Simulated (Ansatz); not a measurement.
Input file for Ansatz (a program for electronic structure):

Ansatz 0.2 input:
```yaml
crystal:
  lattice:
    - [3.8942385486, 0.0, 0.0]
    - [0.0, 3.8942385486, 0.0]
    - [0.0, 0.0, 3.9583698883]
  atoms:
    - { symbol: Ta, position: [0.5, 0.5, 0.4051807954] }
    - { symbol: Li, position: [0.0, 0.0, 0.158955813] }
    - { symbol: O, position: [0.5, 0.5, 0.866716657] }
    - { symbol: O, position: [0.5, 0.0, 0.3375733673] }
    - { symbol: O, position: [0.0, 0.5, 0.3375733673] }
kpoints:
  mp_grid: { grid: [7, 7, 7] }
hamiltonian:
  xc: lda
  pseudopotentials: { azcp: { folder: ./paw }, kind: paw }
scf:
  occupations: { method: fixed }
phonons:
  method: dfpt
  response_accuracy: low
  eigenvectors: true
  rigid_motions: translations
  dielectric: true
  raman: true
```

Output (shortened):

```
Pseudopotential: Ta, paw, valence charge 13
Pseudopotential: Li, paw, valence charge 3
Pseudopotential: O, paw, valence charge 6
Functional definition: SPW92
Crystal: 5 atoms, lattice volume = 60.029 Å³
Basis set: ecut = 420 eV, 1197 PW (Γ), exchange–correlation on 54×54×54 points (8 copies of the dense FFT grid, shifted against one another)
Bands: 22, of which v1, the nominal top of the filled ones, is band 17 counted from 1 (16 counted from 0)
Symmetry: 8 space group operations
k-points: 172 of 343 (irreducible under 1 space group operation, time reversal used)
SCF iter   1: F=—  HF=-11557.294932 eV  |F-HF|=—  |Δ(HF+E_count)|=         —  Δρ=6.17e-2  dr2=2.12e0  ethr=3.10e-3  ⟨swp⟩=4.0  Hψ=15487  notcnv=0  defer=302
preconditioner: auto → Resta (q_TF=auto, 2.482 Å⁻¹)
SCF iter   2: F=—  HF=-11556.865656 eV  |F-HF|=—  |Δ(HF+E_count)|=   4.29e-1  Δρ=3.16e-2  dr2=5.17e-1  ethr=3.10e-3  ⟨swp⟩=2.8  Hψ=7524  notcnv=0  defer=381
SCF iter   3: F=—  HF=-11556.749505 eV  |F-HF|=—  |Δ(HF+E_count)|=   1.16e-1  Δρ=1.38e-2  dr2=1.59e-1  ethr=1.52e-3  ⟨swp⟩=2.0  Hψ=5678  notcnv=0  defer=392
SCF iter   4: F=—  HF=-11556.714904 eV  |F-HF|=—  |Δ(HF+E_count)|=   3.46e-2  Δρ=3.75e-3  dr2=1.19e-2  ethr=4.68e-4  ⟨swp⟩=2.6  Hψ=6864  notcnv=0  defer=504
SCF iter   5: F=—  HF=-11556.716435 eV  |F-HF|=—  |Δ(HF+E_count)|=   1.53e-3  Δρ=1.75e-3  dr2=1.90e-3  ethr=3.51e-5  ⟨swp⟩=2.8  Hψ=6682  notcnv=0  defer=508
SCF iter   6: F=—  HF=-11556.716560 eV  |F-HF|=—  |Δ(HF+E_count)|=   1.25e-4  Δρ=1.20e-3  dr2=6.90e-4  ethr=5.59e-6  ⟨swp⟩=2.0  Hψ=5738  notcnv=0  defer=508
SCF iter   7: F=—  HF=-11556.716561 eV  |F-HF|=—  |Δ(HF+E_count)|=   1.32e-7  Δρ=4.55e-4  dr2=1.01e-4  ethr=2.03e-6  ⟨swp⟩=2.0  Hψ=4799  notcnv=0  defer=352
SCF iter   8: F=—  HF=-11556.716572 eV  |F-HF|=—  |Δ(HF+E_count)|=   1.17e-5  Δρ=9.58e-5  dr2=4.73e-6  ethr=2.96e-7  ⟨swp⟩=2.0  Hψ=5159  notcnv=0  defer=337
SCF iter  11: F=-11556.716574 eV  HF=-11556.716574 eV  |F-HF|=3.82e-11  |Δ(HF+E_count)|=  2.98e-10  Δρ=3.74e-7  dr2=7.56e-11  ethr=1.00e-12  ⟨swp⟩=11.0  Hψ=24623  notcnv=0
SCF 1 converged in 11 iterations: F = -11556.716574 eV  dr2 = 7.56e-11
NSCF: frozen V_eff on 7 k-points
DFPT response loops at Γ: preconditioner auto → none (the input reference at scf.mixing.eps_inf says where Resta's filter doesn't serve); β = 0.50 …
── the response to a field inside a basis, on 10×10×10 k-points: an SCF that follows is theirs, and a resumed run solves both again ──
Crystal: 5 atoms, lattice volume = 60.029 Å³
Bands: 18, of which v1, the nominal top of the filled ones, is band 17 counted from 1 (16 counted from 0)
k-points: 75 of 1000 (time reversal used)
SCF iter   1: F=—  HF=-11556.714941 eV  |F-HF|=—  |Δ(HF+E_count)|=         —  Δρ=4.01e-4  dr2=1.81e-5  ethr=1.00e-1
preconditioner: auto → Resta (q_TF=auto, 2.482 Å⁻¹)
SCF iter   2: F=—  HF=-11556.714936 eV  |F-HF|=—  |Δ(HF+E_count)|=   5.33e-6  Δρ=1.73e-4  dr2=5.56e-6  ethr=5.32e-8
SCF iter   3: F=—  HF=-11556.714935 eV  |F-HF|=—  |Δ(HF+E_count)|=   1.12e-6  Δρ=7.44e-5  dr2=6.89e-7  ethr=1.63e-8
SCF iter   4: F=—  HF=-11556.714935 eV  |F-HF|=—  |Δ(HF+E_count)|=   1.52e-7  Δρ=9.38e-6  dr2=4.78e-8  ethr=2.03e-9
SCF iter   5: F=—  HF=-11556.714935 eV  |F-HF|=—  |Δ(HF+E_count)|=   6.69e-9  Δρ=5.47e-6  dr2=1.73e-8  ethr=1.41e-10
SCF iter   6: F=—  HF=-11556.714935 eV  |F-HF|=—  |Δ(HF+E_count)|=   3.17e-9  Δρ=1.76e-6  dr2=2.35e-9  ethr=5.08e-11
SCF iter   7: F=—  HF=-11556.714935 eV  |F-HF|=—  |Δ(HF+E_count)|=  4.62e-10  Δρ=3.40e-7  dr2=1.24e-10  ethr=6.91e-12
SCF iter   8: F=-11556.714935 eV  HF=-11556.714935 eV  |F-HF|=1.82e-12  |Δ(HF+E_count)|=  1.82e-12  Δρ=4.67e-8  dr2=2.04e-12  ethr=1.00e-12
SCF 1 converged in 8 iterations: F = -11556.714935 eV  dr2 = 2.04e-12
DFPT response loops at Γ: mixed as the last ones told, above
DFPT response loops at Γ: mixed as the last ones told, above
SCF converged after 11 iterations
Free energy (F): -11556.716574 eV
Harris-Foulkes:  -11556.716574 eV  (|F-HF|=3.82e-11)
Internal energy: -11556.716574 eV  (E = F + TS)
E sigma→0 (E₀):  -11556.716574 eV
Fermi energy:    6.202989 eV
--- Per-component energies (eV) ---
  E_band       = -360.236176
  E_kinetic    = 909.305279
  E_local      = -2453.564912  (includes V_loc(G=0)·N_el)
  E_nonlocal   = 140.581513
  E_hartree    = 908.641118
  E_xc         = -537.286851
  E_vxc        = -515.475723  (∫ρ·V_xc dr)
  E_paw        = -8535.714323  (= ΣΔE_a)
  E_vpaw       = -258.367217  (= ΣTr[D̂ρ^β])
  E_aug_tail   = 0.002785  (compensation charges beyond the density's cutoff)
  E_ewald      = -1989.230945
  E_core_change = 0.549761  (= ΣΔE_core)
  E_smearing   =  0.000000  (= −TS)
  E_closure    =  0.000000  (closes the sum)
  Σ components = -11556.716574   (vs F -11556.716574, Δ=0.00e0)
  [band-id]    e_kinetic+e_local+e_nonlocal+2·e_hartree+e_vxc+e_vpaw+e_augmentation_tail = -360.236039   (vs E_band -360.236176, Δ=1.37e-4)
--- Band table (eV; the first three rows and the last of 172) ---
  k-point 0: bands = ["-60.8927", "-36.6700", "-27.5417", "-27.5417", "-27.4916", "-11.4678", "-10.7099", "-10.1248", "2.8582", "2.8582", "3.5076", "4.7578", "4.7578", "4.8049", "5.0061", "5.0061", "5.4350", "8.4150", "9.8367", "9.8367", "11.0117", "13.8024"]
  k-point 1: bands = ["-60.8927", "-36.6699", "-27.5409", "-27.5409", "-27.5088", "-11.4211", "-10.7062", "-9.9631", "2.8067", "2.8067", "3.1224", "4.5208", "4.5208", "4.7483", "4.8409", "5.1039", "5.1039", "8.4292", "10.2611", "10.2611", "11.2931", "13.8159"]…
  k-point 2: bands = ["-60.8927", "-36.6698", "-27.5472", "-27.5391", "-27.5391", "-11.3391", "-10.6979", "-9.5334", "1.9762", "2.6709", "2.6709", "4.0991", "4.2274", "4.2274", "4.6250", "5.1698", "5.1698", "8.4614", "11.2011", "11.2011", "11.9469", "13.8434"]…
  k-point 171: bands = ["-60.8924", "-36.6691", "-27.6497", "-27.5581", "-27.5028", "-10.9090", "-9.9841", "-9.7910", "0.6361", "2.0181", "2.7438", "2.8656", "3.6988", "4.3301", "4.6008", "5.1547", "5.2235", "10.2700", "11.2584", "11.5635", "13.4737", "14.8321"]
--- Phonons (Γ-DFPT): 9 representative perturbations + reference, on 172 of 343 k-points (Σ response iterations 26) ---
  ASR residual: 2.968e-4 → 0.000e0 eV/Å²; symmetrization residual: 9.962e-5 eV/Å²
  ASR residual per site (eV/Å²): 1.95e-4 5.08e-5 2.53e-5 2.97e-4 2.97e-4
  Γ frequencies (cm⁻¹): 0.00 0.00 0.00 190.21 190.21 202.89 202.89 214.71 269.60 311.81 312.56 312.56 630.60 630.60 703.37
  ε∞ (high-frequency dielectric tensor):
        4.559956     0.000000     0.000000
        0.000000     4.559956     0.000000
        0.000000     0.000000     4.432469
  ε⁰ (static dielectric tensor: ions relaxed, cell fixed):
       37.229055     0.000000     0.000000
        0.000000    37.229055     0.000000
        0.000000     0.000000    15.096581
  ε⁰ − ε∞ (ionic part):
       32.669100     0.000000     0.000000
        0.000000    32.669100     0.000000
        0.000000     0.000000    10.664112
  softest optical mode at Γ: 190.21 cm⁻¹; the repairs (sum rule, projections) moved no ω² at Γ by more than (7.97 cm⁻¹)²
  Born effective charges Z* (e; rows j = field, columns β = displacement):
    site 0:
         7.60980    0.00000    0.00000
         0.00000    7.60980    0.00000
         0.00000    0.00000    6.98439
    site 1:
         1.09578    0.00000    0.00000
         0.00000    1.09578    0.00000
         0.00000    0.00000    0.99253
    site 2:
        -1.28864    0.00000    0.00000
         0.00000   -1.28864    0.00000
         0.00000    0.00000   -5.37899
    site 3:
        -1.66578    0.00000    0.00000
         0.00000   -5.75116    0.00000
         0.00000    0.00000   -1.29897
    site 4:
        -5.75116    0.00000    0.00000
         0.00000   -1.66578    0.00000
         0.00000    0.00000   -1.29897
  Z* charge neutrality: 1.780e-3 e pre-enforcement
  solved inside a basis spanned on kpoints, on 10×10×10 k-points: ε∞ is read to err by 1.2e-2, Z* by 2.5e-2 e (field_mesh: kpoints solves on kpoints) …
  Raman tensors (in the event stream and the table raman_tensors.tsv) …
  optical modes at Γ without the LO–TO term, one row a degenerate level:
      ω (cm⁻¹)  modes    IR ((D/Å)²/amu)  static Raman (Å⁴/amu)  depolarisation
        190.21      2            59.3176                62.6757           0.750
        202.89      2             0.0655                20.7100           0.750
        214.71      1             1.0001                12.6898           0.509
        269.60      1             0.0000                 8.4014           0.750
        311.81      1            20.2213               166.3398           0.058
        312.56      2             2.3285                 0.8871           0.750
        630.60      2            69.2217                50.8476           0.750
        703.37      1            34.8618               789.5570           0.092
  optical modes at Γ + LO–TO along q̂ = [1.0000, 0.0000, 0.0000]:
      ω (cm⁻¹)  modes    IR ((D/Å)²/amu)  static Raman (Å⁴/amu)  depolarisation
        190.21      1            29.6588                31.3379           0.750
        202.87      1             0.0000                11.5888           0.750
        202.89      1             0.0328                10.3550           0.750
        214.71      1             1.0001                12.6898           0.509
        269.60      1             0.0000                 8.4014           0.750
        305.74      1             0.2199                 3.1257           0.750
        311.81      1            20.2213               166.3398           0.058
        312.56      1             1.1643                 0.4436           0.750
        393.39      1             5.3893                 0.0174           0.750
        630.60      1            34.6109                25.4238           0.750
        703.37      1            34.8618               789.5570           0.092
        890.74      1            59.8575                 0.0429           0.750
  optical modes at Γ + LO–TO along q̂ = [0.0000, 1.0000, 0.0000]:
      ω (cm⁻¹)  modes    IR ((D/Å)²/amu)  static Raman (Å⁴/amu)  depolarisation
        190.21      1            29.6588                31.3379           0.750
        202.87      1             0.0000                11.5888           0.750
        202.89      1             0.0328                10.3550           0.750
        214.71      1             1.0001                12.6898           0.509
        269.60      1             0.0000                 8.4014           0.750
        305.74      1             0.2199                 3.1257           0.750
        311.81      1            20.2213               166.3398           0.058
        312.56      1             1.1643                 0.4436           0.750
        393.39      1             5.3893                 0.0174           0.750
        630.60      1            34.6109                25.4238           0.750
        703.37      1            34.8618               789.5570           0.092
        890.74      1            59.8575                 0.0429           0.750
  optical modes at Γ + LO–TO along q̂ = [0.0000, 0.0000, 1.0000]:
      ω (cm⁻¹)  modes    IR ((D/Å)²/amu)  static Raman (Å⁴/amu)  depolarisation
        190.21      2            59.3176                62.6757           0.750
        202.89      2             0.0655                20.7100           0.750
        218.48      1             0.0407                18.3422           0.679
        269.60      1             0.0000                 8.4014           0.750
        312.56      2             2.3285                 0.8871           0.750
        430.22      1             5.1283                 3.2249           0.371
        630.60      2            69.2217                50.8476           0.750
        924.55      1            50.9142               351.6958           0.134
```

Cost: about 7 core-minutes (a rough figure) on shared cores.

Space group P4mm. The start of the workflow was typed in or built on a structure type; neither database checked (COD, Materials Project) lists it. It is not the phase usual at ambient conditions (space group No. 161). Symmetry was held in the LDA relaxation. At this level the phase is dynamically unstable (imaginary phonons). No spin polarisation was allowed. Spin–orbit coupling is left out wherever it is not named.

Potentials: the earlier of the program's two PAW sets. The files were generated under PBE; for other functionals the program regenerates the frozen cores, and for LDA and PBEsol the local potential too.

Ansatz is a plane-wave DFT program.
